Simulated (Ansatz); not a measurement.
Mn3IrN (anti-perovskite, Pm-3m) under volume change, DFT-PBEsol in the program Ansatz with PAW potentials, scaled uniformly.

```tsv
V (Å³/atom)	E − E(relaxed) (meV/atom)	P (GPa)
9.312	104.4	39.63
9.619	…	…
9.926	…	…
10.233	0.0	0.00
10.540	9.2	-9.37
10.847	35.0	-17.29
11.154	74.7	-23.98
```

Task: Complete the blanks.

Result: 
- 9.926, E − E(relaxed) (meV/atom): 10.3
- 9.926, P (GPa): 11.07
- 9.619, E − E(relaxed) (meV/atom): 43.7
- 9.619, P (GPa): 24.16

Task: What does a third-order Birch–Murnaghan fit give for V₀, B₀ and B′?

Result: V₀ = 10.23 Å³/atom, B₀ = 339 GPa, B′ = 4.6.

The workflow started from an entry of the Crystallography Open Database (COD). Its standing as an ambient phase is unchecked. The PBEsol relaxation kept the symmetry of its start. At this level the phase is dynamically unstable (imaginary phonons). The workflow began spin-polarised and lost its moments. Scalar-relativistic: spin–orbit coupling is off unless named, which matters more the heavier the elements.

Potentials: the later of the program's two PAW sets.
